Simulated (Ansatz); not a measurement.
ZrIr (rock salt, space group No. 225) at seven volumes, PBEsol (plane waves, PAW; program Ansatz), scaled uniformly. One row is withheld.

```json
[
 {"V (Å³/atom)": "17.544", "P (GPa)": "?"},
 {"V (Å³/atom)": "18.122", "P (GPa)": "12.00"},
 {"V (Å³/atom)": "18.701", "P (GPa)": "5.53"},
 {"V (Å³/atom)": "19.279", "P (GPa)": "0.00"},
 {"V (Å³/atom)": "19.857", "P (GPa)": "-4.72"},
 {"V (Å³/atom)": "20.436", "P (GPa)": "-8.75"},
 {"V (Å³/atom)": "21.014", "P (GPa)": "-12.19"}
]
```

Question: Fit the shown pressures and predict the withheld one.

Answer: Third-order Birch–Murnaghan: P = (3/2)B₀(x^(7/2) − x^(5/2))[1 + (3/4)(B′ − 4)(x − 1)] with x = (V₀/V)^(2/3). Least squares on the six rows gives V₀ = 19.279 Å³/atom, B₀ = 170.0 GPa, B′ = 4.26. At V = 17.544, x = 1.0649 and P = 19.61 GPa. The run itself gave 19.58 GPa.

Space group Fm-3m (rock salt). The start of the workflow was typed in or built on a structure type; neither database checked (COD, Materials Project) lists it. COD files the formula under space group No. 221. Whether it is the stable phase at ambient conditions was not checked. Symmetry was held in the PBEsol relaxation; its stability against distortions is not shown here. The run is not spin-polarised. Scalar-relativistic: spin–orbit coupling is off unless named, which matters more the heavier the elements.

Potentials: the earlier of the program's two PAW sets. The files were generated under PBE; for other functionals the program regenerates the frozen cores, and for LDA and PBEsol the local potential too.
